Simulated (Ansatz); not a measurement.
Turning moments in Ni

We look at Ni: a test cell of our own (not relaxed), with 4 atoms per cell.

```xyz
4
Lattice="3.5418 0.0000 0.0000 0.0000 3.5418 0.0000 0.0000 0.0000 3.5418" Properties=species:S:1:pos:R:3 pbc="T T T"
Ni    0.0000    0.0000    0.0000
Ni    0.0000    1.7709    1.7709
Ni    1.7709    0.0000    1.7709
Ni    1.7709    1.7709    0.0000
```

Site labels below count the atoms in this order, from 1.

Level of theory: DFT, LDA, norm-conserving potentials, plane waves, scalar-relativistic in Ansatz.

```yaml
plane_wave_cutoff: 1333 eV
k_point_mesh: 3×3×3 (Γ-centred)
occupations: Fermi–Dirac smearing, 0.1 eV
valence_electrons: 72
```

Site vectors of these older runs were integrated over wider regions than atomic spheres, and need not add up to the total.

The mesh is coarse, so energy differences (and at times their sign) aren't converged.

Spins are non-collinear; moments are vectors (x, y, z) in μB. Without spin–orbit coupling a common rotation of all moments costs nothing, so only their relative directions matter.

Default search: extra SCF cycles where an unstable direction or a doubtful shell filling shows. With a search on, the program may also reshape the start on open shells.

Only this run was made, so its end need not be the lowest state of the cell.

Q: Start Ni1 (-0.30, 0.94, -1.26), Ni2 (1.12, -0.62, -2.60), Ni3 (1.63, 0.77, 0.61), Ni4 (-0.24, 0.52, -0.18); default search for lower states. What happens?

A: It converges in 20 iterations: sizes Ni1 0.60, Ni2 0.60, Ni3 0.60, Ni4 0.60 μB (all parallel), net moment 2.37 μB; the program warns that the starting moments weren't kept.
